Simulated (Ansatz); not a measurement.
The relaxed structure here is a generated cell of SnO: the first start was made by placing the elements on the sites of a structure type, and the end was not matched to a known phase here, so it may be hypothetical. Known forms of SnO include space group No. 129.

A structure of SnO relaxed with PBEsol (plane waves to 420 eV, PAW, scalar-relativistic; Ansatz, a quantum-chemistry and plane-wave program); single points at other levels follow on the same geometry (Ansatz, PAW; HSE06 at 420 eV on a 8×8×4 k-mesh; no spin-orbit coupling). Space group P6₃mc (No. 186).

SnO is taken in the hexagonal space group P6₃mc (No. 186), Pearson symbol hP4. Cell: a = 3.342 Å, b = 3.342 Å, c = 7.601 Å, α = 90.00°, β = 90.00°, γ = 120.00°. Sn on 2a is surrounded by 3 O at 2.191 Å (trigonal pyramidal). O on 2b sees 3 Sn at 2.191 Å (trigonal pyramidal). (Neighbours: up to the widest gap in distance over summed covalent radii, below 1.35, at either atom; cation-cation and far metal-metal contacts left out.)

```tsv
level	gap (eV)	kind	conduction minimum
PBEsol	0.24	indirect	M
HSE06	0.78	–	M
```

HSE06 gaps come from a coarse mesh plus a few chosen points, so they may be too large. No spin polarisation in the result.

It was reached from a disturbed copy of a P6₃mc (No. 186) cell, against which it lies -0.029 eV/atom.
